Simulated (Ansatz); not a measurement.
HfO2:
Space group Pnma (No. 62); a = 5.486 Å, b = 3.256 Å, c = 6.397 Å, α = β = γ = 90.00°

```csv
atom,site,symmetry,x,y,z
Hf,4c,.m.,0.2543,0.2500,0.3867
O,4c,.m.,0.0250,0.2500,0.6615
O,4c,.m.,0.1407,0.2500,0.0734
```

This is the LDA-relaxed structure.

Question: All from plane-wave PAW LDA (Ansatz code), unless another level is named. Estimate the band gap.

Answer: 3.24 eV (direct).

Question: What about the hole effective mass?

Answer: 0.47, 1.4, 3.1 mₑ (principal values).

Question: Next, the electron effective mass?

Answer: 0.57, 0.64, 1.7 mₑ (principal values).

Question: And the valence-band maximum?

Answer: at Γ.

Question: Predict the weight of the valence-edge state by species (Voronoi cells).

Answer: O 95 %, Hf 5 %.

The first step of the workflow began from a Materials Project structure, measured or hypothetical; the Crystallography Open Database copy checked does not list it. It is not the phase usual at ambient conditions (space group No. 14, 29). The LDA relaxation kept the symmetry of its start; of distortions, only those at the zone centre were tested. No spin polarisation was allowed. Scalar-relativistic: spin–orbit coupling is off unless named, which matters more the heavier the elements.

Potentials: the later of the program's two PAW sets.
